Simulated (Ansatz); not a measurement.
CaC₂ under pressure

Level of theory: DFT LDA, scalar-relativistic, plane waves, PAW (Ansatz). Plane waves to 420 eV; Γ-centred k mesh 9×9×9; fixed occupations. No spin polarisation. Phonons by linear response, acoustic sum rule imposed.

Relaxed structure:
```
Ca C
1.0
     1.88514    1.08839    3.85251
    -1.88514    1.08839    3.85251
     0.00000   -2.17677    3.85251
Ca C
1 2
Direct
  0.00000 0.00000 0.00000
  0.55387 0.55387 0.55387
  0.44613 0.44613 0.44613
```

Task: The cell is relaxed again at 1 and 4 and 12 and 20 and 30 and 40 GPa. How do volume, gap and optical modes at Γ (cm⁻¹, counted from the lowest optical one; a degenerate one stands once) change?

Result:
```csv
,0 GPa,1 GPa,4 GPa,12 GPa,20 GPa,30 GPa,40 GPa
V/V0,1.000,0.986,0.948,0.872,0.818,0.766,0.722
gap (eV),2.53,2.50,2.42,2.22,2.05,1.80,1.09
"ε∞, mean",4.01,4.04,4.15,4.40,4.65,4.98,5.43
mode 1,243,249,266,300,323,340,334
mode 2,267,274,290,328,360,399,448
mode 4,291,301,327,384,430,479,525
mode 6,1934,1940,1954,1988,2015,2041,2053
```